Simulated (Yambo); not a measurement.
BSE-type run in Yambo on GaN (zinc blende, space group F-43m, No. 216), at zero momentum.

Quantum ESPRESSO step (PBE, PseudoDojo standard norm-conserving files, scalar-relativistic):
```
&CONTROL
  calculation = 'nscf'
  pseudo_dir = './pseudo'
  outdir = './out'
/
&SYSTEM
  ibrav = 0
  nat = 2
  ntyp = 2
  ecutwfc = 84.0
  ecutrho = 336.0
  occupations = 'fixed'
  force_symmorphic = .true.
  nbnd = 21
/
&ELECTRONS
  conv_thr = 2e-09
  diago_full_acc = .true.
  diago_thr_init = 1e-08
/
ATOMIC_SPECIES
N 14.0070 N.upf
Ga 69.7230 Ga.upf
CELL_PARAMETERS angstrom
  0.000000000000   2.249800655000   2.249800655000
  2.249800655000   0.000000000000   2.249800655000
  2.249800655000   2.249800655000   0.000000000000
ATOMIC_POSITIONS crystal
N   0.250000000000   0.250000000000   0.250000000000
Ga   0.000000000000   0.000000000000   0.000000000000
K_POINTS automatic
10 10 10 0 0 0
```

Yambo input:
```
rim_cut
optics
bse
bss
dipoles
em1s
RandQpts= 1000000
RandGvec= 1 Ry
FFTGvecs= 40 Ry
Chimod= "HARTREE"
BSKmod= "SEX"
BSEmod= "resonant"
BSSmod= "hs"
BSENGexx= 15 Ry
BSENGBlk= 4 Ry
% KfnQP_E
 0.951 | 1.0 | 1.0 |
%
% BSEQptR
 1 | 1 |
%
% BSEBands
 7 | 10 |
%
% BEnRange
 0.0 | 10.6 | eV
%
% BDmRange
 0.15 | 0.15 | eV
%
BEnSteps= 212
% BLongDir
 1.0 | 0.0 | 0.0 |
%
BSHayTrs= -0.02
BSSNEig= 24
WRbsWF
% BndsRnXs
 1 | 17 |
%
NGsBlkXs= 4 Ry
% LongDrXs
 1.0 | 1.0 | 1.0 |
%
```

From the report:

The dimension is k points × valence × conduction bands = 1000 × 3 × 1 = 3000.
```
   [SLEPC] Approach                          : Krylov-Schur
   [SLEPC] Number of requested eigenvalues   :  24
   [SLEPC] Number of eigenvalues        [NEV]:  24
    [K] Dimension                                    :  3000
    [K] Bands                                        :   7  10
    [K] Exchange res                                 : yes
    [K] Correlation res                              : yes
    [K] W interaction is bare                        : no
    [K] RL vectors exchange                          :  181
    [K] RL vectors correlation                       :  27
    [W] Matrix size                                  :  27
    [W] Bands                                        :   1  17
    [W] Coulomb Cutoff                               : none
    [W] Hxc Kernel                                   : HARTREE
```

Bands and orbitals come from the standard potentials; the scissor and the G0W0 gaps come from a run at the same geometry on the stringent ones, which hold whole semicore shells in the valence.

Spin-orbit coupling is not included.

Geometry relaxed with PBEsol.

This is not the ordinary phase of the substance; no match was found in the copy of COD used, and its stability was not checked.
